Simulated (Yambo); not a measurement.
G0W0@PBEsol for KTl$_{2}$GaF$_{6}$ (space group Fm-3m, No. 225) in Yambo. Reference settings: 2×2×2 Γ-centred k mesh, 342 bands and a 8 Ry block in the screening, 342 bands in G with the Bruneval-Gonze terminator, plasmon pole fitted at 27.2 eV. The PBEsol gap X → X on this mesh is 4.47 eV; G0W0 gaps are taken between the same points.

Gap (X → X) in eV against the number of bands and the screening block, terminator on:

| bands (W and G) | 2 Ry | 3 Ry | 5 Ry | 6 Ry | 8 Ry |
|---|---|---|---|---|---|
| 89 | 7.680 | 7.463 | 7.294 | 7.282 | 7.256 |
| 134 | 7.507 | 7.316 | 7.180 | 7.174 | 7.164 |
| 193 | 7.447 | 7.260 | 7.148 | 7.147 | 7.150 |
| 267 | 7.417 | 7.225 | 7.118 | 7.119 | 7.129 |
| 342 | 7.410 | 7.209 | 7.106 | 7.109 | 7.124 |

Rough cost of the Yambo step against the reference (shared machines):

```tsv
bands (W and G)	2 Ry	3 Ry	5 Ry	6 Ry	8 Ry
89	1/7	1/7	1/7	1/6	1/5
134	1/4	1/4	1/4	1/3	1/3
193	1/3	1/3	1/2	1/2	~1
267	~1	~1	~1	~1	~1
342	~1	~1	~1	~1	1
```

At the largest block the last step in bands moves the gap by -0.005 eV; at the most bands the last step in the block moves it by 0.015 eV.

Spin-orbit coupling is left out; with 6p states at a band edge it can lower the gap by many tenths of an eV, most of a small gap.

The standard potentials for Ga, Tl keep a d shell in the valence without the s and p states of that shell. In tests on such compounds this moved G0W0 gaps by up to about 0.9 eV, so absolute quasiparticle energies here are unreliable; differences between settings are what counts.

Geometry of the Materials Project entry, not relaxed at this level; primitive cell a = b = c = 6.3263 Å, α = β = γ = 60.00°.

The structure is a Materials Project entry; no match was found in the copy of COD used, and its stability was not checked.
